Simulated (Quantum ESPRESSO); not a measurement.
Simulation results for HfIn$_{3}$NO$_{5}$ (made-up cell), HfTaNbO$_{6}$F$_{2}$ (made-up cell, one site empty)

All values are calculated (Quantum ESPRESSO 7.5). Calculation on a made-up crystal cell, not a measurement, with one named mistake planted (healthy values lack it): periodic Kohn-Sham density functional theory in plane waves with PseudoDojo standard norm-conserving scalar-relativistic pseudopotentials, each functional with its own files (v0.5 for PBE, v0.4.1 for LDA and PBEsol), no spin polarisation, no spin-orbit coupling, atoms not relaxed, stress positive in tension, energies less a fixed whole-eV offset for each atom's element; levels are Kohn-Sham levels at fractions of this cell's reciprocal vectors, counted from the reference band (half the neutral cell's valence electrons, rounded up) at Gamma; error bars cover cutoff and k-mesh only, not smearing or the files; each bar is the largest change over components, and at least 0.002 eV, 0.002 eV per angstrom or 0.02 GPa; a charged cell sits in a uniform background, with energy and stress on this program's zero of potential; no dispersion term; energies are for the whole cell, and the offsets were chosen from early runs and are not element reference energies; a distance is the largest change of any value in units of its error bar (the energy's for the smearing term), a scale change is of lengths, and a coarse mesh keeps the half-step shift; machines and their load varied, so run times do not measure scaling.

Common to all entries: intended functional pbe; intended cutoff 1143 eV; intended fermi dirac smearing 0.025 eV; intended scf tolerance 1e-07 eV; intended electrons removed 0; healthy smearing term minus ts 0 eV; faulty run processor AMD EPYC, Zen 5 class, virtual cores; structure shown as intended, without the mistake.

Notes on all entries: the hafnium pseudopotential is less sure than the others, with forces about 3 percent (worst 6) and pressure in oxides about 1.5 GPa (worst 2.7) from a second method in checks, which the error bars do not cover.

(1) 
```cif
# cell vector a (Å): 2.7983 1.6156 4.9346
# cell vector b (Å): -2.7983 1.6156 4.9346
# cell vector c (Å): 0.0000 -3.2311 4.9346
data_HfIn3NO5
_symmetry_space_group_name_H-M 'P 1'
_symmetry_Int_Tables_number 1
_cell_length_a 5.8984
_cell_length_b 5.8984
_cell_length_c 5.8983
_cell_angle_alpha 56.642
_cell_angle_beta 56.642
_cell_angle_gamma 56.643
_cell_volume 133.85
loop_
_atom_site_label
_atom_site_type_symbol
_atom_site_fract_x
_atom_site_fract_y
_atom_site_fract_z
_atom_site_occupancy
In1 In 0.33467 0.38187 0.33931 1
In2 In 0.15345 0.15746 0.15085 1
In3 In 0.64707 0.63264 0.64464 1
Hf1 Hf 0.87905 0.82663 0.85587 1
O1 O 0.55929 0.94074 0.25671 1
O2 O 0.24769 0.54162 0.96051 1
N1 N 0.93172 0.25070 0.59540 1
O3 O 0.43713 0.05518 0.76558 1
O4 O 0.73347 0.44769 0.04627 1
O5 O 0.03711 0.74079 0.45482 1
_calc_lattice_type 'corundum'
_calc_healthy_free_energy_less_offsets 5.498  # eV
_calc_healthy_scf_iterations 14
_calc_healthy_pressure 0  # GPa
_calc_healthy_stress_xx -1.67  # GPa
_calc_healthy_stress_yy 4.19  # GPa
_calc_healthy_stress_zz -2.53  # GPa
_calc_healthy_stress_yz -0.88  # GPa
_calc_healthy_stress_xz -0.17  # GPa
_calc_healthy_stress_xy 1.2  # GPa
_calc_fault_kind 'cell scaled'
_calc_fault_scale_change 1.36  # percent
_calc_faulty_run_command 'mpirun -np 4 pw.x -nk 4 -in in'
_calc_intended_k_mesh '5 x 5 x 5, shifted by half a step'
_calc_faulty_free_energy_less_offsets 5.606  # eV
_calc_faulty_scf_iterations 15
_calc_faulty_smearing_term_minus_ts 0  # eV
_calc_faulty_pressure -6.055  # GPa
_calc_faulty_stress_xx 4.955  # GPa
_calc_faulty_stress_yy 9.915  # GPa
_calc_faulty_stress_zz 3.296  # GPa
_calc_faulty_stress_yz -0.8446  # GPa
_calc_faulty_stress_xz -0.2514  # GPa
_calc_faulty_stress_xy 1.249  # GPa
_calc_other_mistakes_compared 7
_calc_distance_from_healthy 277.7  # error bars
_calc_distance_from_nearest_other_mistake 304.8  # error bars
_calc_healthy_error_bar_energy 0.002662  # eV
_calc_healthy_error_bar_stress 0.02384  # GPa
_calc_healthy_error_bar_force 0.002  # eV/angstrom
_calc_faulty_wall_time_of_scf_and_band_steps_on_a_shared_machine 215.1  # s
```

Atoms:
```csv
atoms element,atom site,atom energy offset (eV)
In,1,-1808
In,2,-1808
In,3,-1808
Hf,4,-1535
O,5,-452
O,6,-452
N,7,-283
O,8,-452
O,9,-452
O,10,-452
```

Healthy forces:
```csv
site,x (eV/Å),y (eV/Å),z (eV/Å)
1,1.959,-2.124,1.053
2,0.378,-1.738,-1.796
3,-1.506,0.21,0.253
4,-2.909,0.85,0.135
5,0.507,1.332,-0.992
6,-1.777,0.958,-0.739
7,3.5,-0.103,-2.578
8,1.153,0.26,0.373
9,-0.056,0.523,1.902
10,-1.249,-0.167,2.389
```

Faulty forces:
```csv
site,x (eV/Å),y (eV/Å),z (eV/Å)
1,1.683,-1.917,0.9052
2,0.4147,-1.483,-1.578
3,-1.199,0.2319,0.282
4,-2.653,0.7972,0.0903
5,0.5269,1.249,-0.9758
6,-1.814,0.8073,-0.7935
7,3.202,-0.1084,-2.398
8,1.111,0.1586,0.4622
9,-0.1873,0.5604,1.778
10,-1.084,-0.2964,2.227
```

(2) 
```cif
# cell vector a (Å): 2.7983 1.6156 4.9346
# cell vector b (Å): -2.7983 1.6156 4.9346
# cell vector c (Å): 0.0000 -3.2311 4.9346
data_HfIn3NO5
_symmetry_space_group_name_H-M 'P 1'
_symmetry_Int_Tables_number 1
_cell_length_a 5.8984
_cell_length_b 5.8984
_cell_length_c 5.8983
_cell_angle_alpha 56.642
_cell_angle_beta 56.642
_cell_angle_gamma 56.643
_cell_volume 133.85
loop_
_atom_site_label
_atom_site_type_symbol
_atom_site_fract_x
_atom_site_fract_y
_atom_site_fract_z
_atom_site_occupancy
In1 In 0.33467 0.38187 0.33931 1
In2 In 0.15345 0.15746 0.15085 1
In3 In 0.64707 0.63264 0.64464 1
Hf1 Hf 0.87905 0.82663 0.85587 1
O1 O 0.55929 0.94074 0.25671 1
O2 O 0.24769 0.54162 0.96051 1
N1 N 0.93172 0.25070 0.59540 1
O3 O 0.43713 0.05518 0.76558 1
O4 O 0.73347 0.44769 0.04627 1
O5 O 0.03711 0.74079 0.45482 1
_calc_lattice_type 'corundum'
_calc_healthy_free_energy_less_offsets 5.498  # eV
_calc_healthy_scf_iterations 14
_calc_healthy_pressure 0  # GPa
_calc_healthy_stress_xx -1.67  # GPa
_calc_healthy_stress_yy 4.19  # GPa
_calc_healthy_stress_zz -2.53  # GPa
_calc_healthy_stress_yz -0.88  # GPa
_calc_healthy_stress_xz -0.17  # GPa
_calc_healthy_stress_xy 1.2  # GPa
_calc_fault_kind 'atoms exchanged'
_calc_fault_first_exchanged_site 3
_calc_fault_second_exchanged_site 4
_calc_faulty_run_command 'mpirun -np 4 pw.x -nk 4 -in in'
_calc_intended_k_mesh '5 x 5 x 5, shifted by half a step'
_calc_faulty_free_energy_less_offsets 5.024  # eV
_calc_faulty_scf_iterations 14
_calc_faulty_smearing_term_minus_ts 0  # eV
_calc_faulty_pressure 0.05729  # GPa
_calc_faulty_stress_xx -0.3668  # GPa
_calc_faulty_stress_yy 3.912  # GPa
_calc_faulty_stress_zz -3.717  # GPa
_calc_faulty_stress_yz 0.08874  # GPa
_calc_faulty_stress_xz 0.7048  # GPa
_calc_faulty_stress_xy 0.4725  # GPa
_calc_other_mistakes_compared 7
_calc_distance_from_healthy 1553  # error bars
_calc_distance_from_nearest_other_mistake 1390  # error bars
_calc_healthy_error_bar_energy 0.002662  # eV
_calc_healthy_error_bar_stress 0.02384  # GPa
_calc_healthy_error_bar_force 0.002  # eV/angstrom
_calc_faulty_wall_time_of_scf_and_band_steps_on_a_shared_machine 187.8  # s
```

Atoms:
```csv
atoms element,atom site,atom energy offset (eV)
In,1,-1808
In,2,-1808
In,3,-1808
Hf,4,-1535
O,5,-452
O,6,-452
N,7,-283
O,8,-452
O,9,-452
O,10,-452
```

Healthy forces:
```csv
site,x (eV/Å),y (eV/Å),z (eV/Å)
1,1.959,-2.124,1.053
2,0.378,-1.738,-1.796
3,-1.506,0.21,0.253
4,-2.909,0.85,0.135
5,0.507,1.332,-0.992
6,-1.777,0.958,-0.739
7,3.5,-0.103,-2.578
8,1.153,0.26,0.373
9,-0.056,0.523,1.902
10,-1.249,-0.167,2.389
```

Faulty forces:
```csv
site,x (eV/Å),y (eV/Å),z (eV/Å)
1,1.867,-2.147,1.196
2,0.3616,-1.401,-1.701
3,-0.3961,0.3289,0.5732
4,-2.759,0.4152,0.1494
5,0.6157,-0.9768,0.06811
6,0.606,1.741,0.3743
7,0.3931,1.134,-1.33
8,0.7469,0.2311,-0.5367
9,-0.0196,0.7361,0.5641
10,-1.415,-0.0617,0.6418
```

(3) 
```cif
# cell vector a (Å): 5.0456 0.0000 0.0000
# cell vector b (Å): 0.0000 5.0456 0.0000
# cell vector c (Å): 0.0000 0.0000 5.0456
data_HfTaNbO6F2
_symmetry_space_group_name_H-M 'P 1'
_symmetry_Int_Tables_number 1
_cell_length_a 5.0456
_cell_length_b 5.0456
_cell_length_c 5.0456
_cell_angle_alpha 90.000
_cell_angle_beta 90.000
_cell_angle_gamma 90.000
_cell_volume 128.45
loop_
_atom_site_label
_atom_site_type_symbol
_atom_site_fract_x
_atom_site_fract_y
_atom_site_fract_z
_atom_site_occupancy
Ta1 Ta 0.98847 0.50971 0.51114 1
Hf1 Hf 0.51599 0.01052 0.47937 1
Nb1 Nb 0.48323 0.49980 0.99536 1
O1 O 0.25517 0.23585 0.26486 1
F1 F 0.25054 0.21215 0.74203 1
O2 O 0.25872 0.74917 0.23975 1
F2 F 0.25135 0.74076 0.75567 1
O3 O 0.74302 0.23054 0.23460 1
O4 O 0.74976 0.25957 0.75939 1
O5 O 0.76808 0.72523 0.24879 1
O6 O 0.76209 0.74988 0.75339 1
_calc_lattice_type 'fluorite'
_calc_empty_site 1
_calc_healthy_free_energy_less_offsets 10.995  # eV
_calc_healthy_scf_iterations 17
_calc_healthy_pressure -11.95  # GPa
_calc_healthy_stress_xx 12.38  # GPa
_calc_healthy_stress_yy 9.96  # GPa
_calc_healthy_stress_zz 13.52  # GPa
_calc_healthy_stress_yz 1.34  # GPa
_calc_healthy_stress_xz -6.82  # GPa
_calc_healthy_stress_xy -0.01  # GPa
_calc_healthy_reference_band 44
_calc_fault_kind 'wide smearing'
_calc_fault_smearing 0.49  # eV
_calc_faulty_run_command 'pw.x -nk 1 -in in'
_calc_intended_k_mesh '4 x 4 x 4, shifted by half a step'
_calc_faulty_free_energy_less_offsets 10.24  # eV
_calc_faulty_scf_iterations 17
_calc_faulty_smearing_term_minus_ts -2.067  # eV
_calc_faulty_pressure -9.542  # GPa
_calc_faulty_stress_xx 9.711  # GPa
_calc_faulty_stress_yy 8.382  # GPa
_calc_faulty_stress_zz 10.53  # GPa
_calc_faulty_stress_yz 1.456  # GPa
_calc_faulty_stress_xz -5.567  # GPa
_calc_faulty_stress_xy 0.6262  # GPa
_calc_faulty_reference_band 44
_calc_other_mistakes_compared 7
_calc_distance_from_healthy 1034  # error bars
_calc_distance_from_nearest_other_mistake 1034  # error bars
_calc_healthy_error_bar_energy 0.002  # eV
_calc_healthy_error_bar_stress 0.04498  # GPa
_calc_healthy_error_bar_force 0.006463  # eV/angstrom
_calc_healthy_error_bar_next_band_up 0.002857  # eV
_calc_faulty_wall_time_of_scf_and_band_steps_on_a_shared_machine 750.3  # s
```

Atoms:
```csv
atoms element,atom site,atom energy offset (eV)
Ta,2,-1770
Hf,3,-1535
Nb,4,-1693
O,5,-452
F,6,-677
O,7,-452
F,8,-677
O,9,-452
O,10,-452
O,11,-452
O,12,-452
```

Healthy forces:
```csv
site,x (eV/Å),y (eV/Å),z (eV/Å)
2,-4.717,-0.171,-3.382
3,2.246,-0.152,-1.975
4,3.885,-1.124,5.164
5,-0.181,2.889,-0.198
6,-0.111,1.546,0.919
7,1.261,-2.074,0.73
8,-0.181,-1.128,-0.872
9,-0.178,1.812,1.261
10,-0.627,1.63,-1.848
11,-0.584,-1.889,1.248
12,-0.814,-1.339,-1.048
```

Healthy levels:
```csv
level k point,next band up (eV)
Gamma,0.581
"(1/2,1/2,1/2)",0.635
"(0.15,0,0)",0.612
"(0,0.15,0)",0.661
"(0,0,0.15)",0.658
```

Faulty forces:
```csv
site,x (eV/Å),y (eV/Å),z (eV/Å)
2,-3.882,-0.1876,-2.962
3,1.956,-0.4361,-1.628
4,3.416,-1.008,4.042
5,-0.2076,2.668,-0.04699
6,-0.1033,1.459,0.7944
7,0.9952,-1.814,1.186
8,-0.1991,-0.9538,-0.929
9,-0.06696,1.736,1.301
10,-0.4534,1.437,-1.916
11,-0.6615,-1.638,1.26
12,-0.7929,-1.263,-1.101
```

Faulty levels:
```csv
level k point,next band up (eV)
Gamma,1.066
"(1/2,1/2,1/2)",1.157
"(0.15,0,0)",1.092
"(0,0.15,0)",1.137
"(0,0,0.15)",1.139
```
